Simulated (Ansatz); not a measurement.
The numbers come from plane-wave PAW DFT (Ansatz): r2SCAN, no spin polarisation, 500 eV, 6×6×6 Γ-centred k points, fermi-dirac occupations (width 0.1 eV). Nothing was relaxed.

Computed maps in the lattice plane spanned by a (left to right, 6.13 Å, 19 points from zero) and b (bottom to top, 6.10 Å, 18 points from zero), 90° apart, at height 0.500 along c. The fields are smooth PAW ones with compensation charges, not the true ones near nuclei.

Valence density. Digits on a logarithmic scale: 0 up to 0.03 e/Å³, each further digit a factor of 1.6, 9 from 1.3 e/Å³ up:
```
6665443233332344566
8776543456654345677
9986544689986445689
9997544799997445799
9997544799997445799
9986544689986445689
8776543456654345677
6665443233332344566
6555443222222344555
6665443233332344566
8776543456654345677
9986544689986445689
9997544799997445799
9997544799997445799
9986544689986445689
8776543456654345677
6665443233332344566
6555443222222344555
```

The cell is SbPb2ClF. Which atoms lie within 0.2 Å of this plane, and where (fractions of a and b)?

F at (0.50, 0.25), F at (0.50, 0.75), Sb at (0.00, 0.25), Sb at (0.00, 0.75). The whole cell:
```
F Sb Cl Pb
1.0
    -6.12842    0.00000    0.00000
     0.00000   -6.10157    0.00000
     0.00000    3.05078    6.68073
F Sb Cl Pb
2 2 2 4
Direct
  0.50000 0.25000 0.50000
  0.50000 0.75000 0.50000
  0.00000 0.25000 0.50000
  0.00000 0.75000 0.50000
  0.77730 0.25000 0.00000
  0.22270 0.75000 0.00000
  0.77954 0.89651 0.29302
  0.22046 0.39651 0.29302
  0.77954 0.60349 0.70698
  0.22046 0.10349 0.70698
```

Origin: a known structure type with other elements, at an estimated volume, so it need not be a known compound. Caveats: atoms or cell far from equilibrium.
